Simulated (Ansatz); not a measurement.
One element of this relaxed crystal is hidden as X:

```
cell (Å)
  0.000 2.274 2.274
  2.274 0.000 2.274
  2.274 2.274 0.000
  X 0.0000 0.0000 0.0000
  N 0.5000 0.5000 0.5000
```

All-electron LAPW in Ansatz 0.2.0 under PBE, scalar-relativistic and without spin polarisation, finds it within 0.07 GPa of zero pressure, with a formation energy of -1.65 eV/atom from the elements, no gap. The structure needn't be the ground state.

Problem. Which element is X?

Solution. Hf, which makes the crystal HfN. Neighbours weren't tried against these numbers.
